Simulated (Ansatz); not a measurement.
Elastic constants of Bi: input and output

All numbers below come from Ansatz 0.2.0, DFT PBEsol, scalar-relativistic, plane waves, PAW.

Launched with:
```bash
ansatz run input.yaml --threads 1 --pin off --max-ram 4096MiB --backend cpu --events-out ev --progress --plain --runs-dir out
```

Input (bare energies are in eV):
```yaml
crystal:
  lattice:
    - [-1.9586131438, 1.9586131438, 1.9586131438]
    - [1.9586131438, -1.9586131438, 1.9586131438]
    - [1.9586131438, 1.9586131438, -1.9586131438]
  atoms:
    - { symbol: Bi, position: [0.0, 0.0, 0.0] }
basis:
  ecutwfc: 420
kpoints:
  mp_grid: { grid: [16, 16, 16] }
hamiltonian:
  xc: pbesol
scf:
  occupations: { method: fermi_dirac, width: 0.15 }
output:
  forces: true
  stress: true
  eigenvalues: true
elastic:
  mode: relaxed_ion
  amplitude: 0.005
```

From the output:
```
--- Elastic constants: 2 strain directions × 4 members + reference (group order 48) ---
  dense FFT box of the reference and of every strained cell: 24×24×24
  strains applied: 11, 23; error gains: componentwise 1.00 (the most a stress slope's error grows in a printed constant), spectral 1.73 (1 for all six strains in a standard setting)
  C = ∂σ_k/∂η_j (tension-positive GPa; Voigt order 11 22 33 23 13 12):
        71.236     53.175     53.175     -0.000      0.000      0.000
        53.175     71.236     53.175     -0.000      0.000      0.000
        53.175     53.175     71.236     -0.000      0.000      0.000
        -0.000     -0.000      0.000     20.952      0.000     -0.000
         0.000      0.000     -0.000     -0.000     20.952      0.000
         0.000     -0.000     -0.000     -0.000     -0.000     20.952
  reference stress σ⁰ (GPa):      0.001      0.001      0.001      0.000     -0.000      0.000
  C* (energy form; C + prestress term) asymmetry max|C*_kj − C*_jk| = 7.105e-15 GPa — a small one proves nothing (zero by symmetry where the batch's group is 432, −43m or m−3m); a large one is finite-difference/SCF noise where every solve ...
  moduli (Voigt/Reuss/Hill, GPa): K = 59.20/59.20/59.20   G = 16.18/13.71/14.95   E = 41.36   ν = 0.384
  mechanically stable: yes (min eigenvalue of sym C = 18.06 GPa)
  strain η (Voigt 11):  stress-route row diagonal C_11 = 71.24 GPa, energy-path curvature d²(F+E_count+ΔE)/dδ²/Ω₀ = 71.24 GPa
    cells at ±δ against ±2δ: C21 53.19 and 53.24 GPa, apart by 0.07 % of the column's largest entry
         δ    σ_11 (GPa) F (eV) n_scf n_hpsi n_pw
    -1.000e-2      -0.7363      -12241.9406763       8   92628    603   relax 0 steps, max|allowed force component| 0.00e0 eV/Å
    -5.000e-3      -0.3617      -12241.9411908       3   69832    603   relax 0 steps, max|allowed force component| 0.00e0 eV/Å
     5.000e-3       0.3507      -12241.9411934       3   69853    604   relax 0 steps, max|allowed force component| 0.00e0 eV/Å
     1.000e-2       0.6888      -12241.9407040       6   79960    610   relax 0 steps, max|allowed force component| 0.00e0 eV/Å
  strain η (Voigt 23):  stress-route row diagonal C_44 = 20.95 GPa, energy-path curvature d²(F+E_count+ΔE)/dδ²/Ω₀ = 20.96 GPa
    cells at ±δ against ±2δ: C44 20.98 and 21.06 GPa, apart by 0.38 % of the column's largest entry
         δ    σ_23 (GPa) F (eV) n_scf n_hpsi n_pw
    -1.000e-2      -0.2106      -12241.9411618       7  158135    607   relax 0 steps, max|allowed force component| 0.00e0 eV/Å
    -5.000e-3      -0.1049      -12241.9413098       4  128310    603   relax 0 steps, max|allowed force component| 0.00e0 eV/Å
     5.000e-3       0.1049      -12241.9413098       4  125509    603   relax 0 steps, max|allowed force component| 0.00e0 eV/Å
     1.000e-2       0.2106      -12241.9411618       6  151594    607   relax 0 steps, max|allowed force component| 0.00e0 eV/Å
```

Time: 74 s on 1 thread of Arm Neoverse V1 (shared host), peak memory 0.5 GiB.

In a metal, frequencies and elastic constants depend on the k mesh and the smearing, soft modes and shear constants most. Spin–orbit coupling is left out, which can shift energies with elements as heavy as these.

The least eigenvalue is 18.1 GPa; in a metal on this mesh the verdict on stability isn't firm within about 20 GPa or a tenth of the bulk modulus.

This bcc form isn't the element's structure at ambient conditions.